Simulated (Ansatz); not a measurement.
**Property card for ZrTi3N4**

All numbers below come from DFT PBE, scalar-relativistic, plane waves, PAW in Ansatz 0.2.0.

Plane waves to 420 eV, a k mesh through Γ of 10×10×10 on the computed 8-atom cell and Gaussian smearing (0.10 eV); no spin polarisation.

The structure is relaxed at this level of theory with its symmetry kept, and needn't be the ground state of this composition.

```cif
data_structure
_symmetry_space_group_name_H-M 'P 1'
_symmetry_Int_Tables_number 1
_cell_length_a 4.3563
_cell_length_b 4.3563
_cell_length_c 4.3563
_cell_angle_alpha 90.000
_cell_angle_beta 90.000
_cell_angle_gamma 90.000
_cell_volume 82.67
loop_
_atom_site_label
_atom_site_type_symbol
_atom_site_fract_x
_atom_site_fract_y
_atom_site_fract_z
_atom_site_occupancy
Zr1 Zr 0.50000 0.50000 0.50000 1
Ti1 Ti 0.00000 0.00000 0.50000 1
Ti2 Ti 0.50000 0.00000 0.00000 1
Ti3 Ti 0.00000 0.50000 0.00000 1
N1 N 0.50000 0.50000 0.00000 1
N2 N 0.00000 0.50000 0.50000 1
N3 N 0.50000 0.00000 0.50000 1
N4 N 0.00000 0.00000 0.00000 1
```

```json
{
  "Space group": "Pm-3m (No. 221)",
  "Volume per atom": "69.7 bohr³",
  "Formation energy from the elements' standard states (uncorrected)": "-1.654 eV/atom",
  "Kohn–Sham band gap": "none (metal)",
  "Density of states at the Fermi level": "3.4 states/eV per cell",
  "Orbital (Löwdin) character within 0.5 eV of the Fermi level": "Ti 3d 75 %, N 2p 14 %, Zr 4d 9 %",
  "Bader charge by site (e)": "Zr (1 in the cell) 2.04, Ti (3 in the cell) 1.71, N (3 in the cell) -1.80, N (1 in the cell) -1.77"
}
```

A magnetic start lost its moments in a first run, so spin was left out; other magnetic orders weren't tried.

The cell was found from a structure generator's guess, not taken from experiment. Löwdin shares on free-atom orbitals overweight diffuse shells.
